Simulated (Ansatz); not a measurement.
## Single point on NbC2

This is generated NbC2 in a rock-salt lattice with a pair of atoms on one site, strained and with atoms displaced, one atom being moved towards a neighbour.

Level of theory: PBE (LAPW, all electrons, scalar relativity, no spin–orbit coupling, point nucleus; Ansatz). Coarse mesh: 3×3×3 Γ-centred, σ = 0.15 eV (Fermi–Dirac). In metals such a mesh can move stress, forces and moments by their own size. No spin polarisation. The cell's electron count is odd, so a run with spin could end lower. Atoms are numbered as listed.

Lattice in Å, fractional positions:
```yaml
crystal:
  lattice:
    - [-2.51729, 0.10701, 2.64774]
    - [-0.00279, 2.68219, 2.75196]
    - [-2.47754, 2.53821, 0.14676]
  atoms:
    - { symbol: Nb, position: [0.42660, 0.12003, 0.09490] }
    - { symbol: C, position: [0.87468, 0.52995, 0.50135] }
    - { symbol: C, position: [0.05377, 0.67046, 0.70266] }
```

```
atom  Fx (eV/Å)  Fy (eV/Å)  Fz (eV/Å)
 Nb1     -0.426     -0.824     -0.649
  C2     -4.746      3.707      2.766
  C3      5.172     -2.883     -2.117
```

Stress xx yy zz yz xz xy in GPa, positive in compression: 16.31 2.70 -3.76 -2.37 4.48 7.16.

```yaml
All-electron_free_energy_E_−_TS_its_zero_hangs_on_the_relativistic_scheme_and_nucleus: -106016.811 eV
Pressure: 5.09 GPa
Largest_force: 6.627 eV/Å
```

(1) Now r2SCAN by all-electron PAW datasets generated for the cell without frozen cores, scalar-relativistic, point nucleus at the same geometry. How do the results move?

(2) What does LDA (PW92) by all-electron full-potential LAPW, scalar-relativistic, point nucleus give for this geometry?

Results:

(1) Against PBE, the pressure decreases by 0.87 GPa to 4.22 GPa, and the forces move by 0.227 eV/Å (r.m.s. over the atoms).

Forces (eV/Å): Nb1 (-0.290, -0.849, -0.711); C2 (-5.014, 3.849, 2.856); C3 (5.304, -3.000, -2.145).

(2) Relative to PBE, the pressure drops by 10.11 GPa to -5.02 GPa, and the forces move by 0.081 eV/Å (r.m.s. over the atoms).

| atom | Fx (eV/Å) | Fy (eV/Å) | Fz (eV/Å) |
| --- | --- | --- | --- |
| Nb1 | -0.407 | -0.756 | -0.621 |
| C2 | -4.759 | 3.702 | 2.821 |
| C3 | 5.166 | -2.946 | -2.200 |
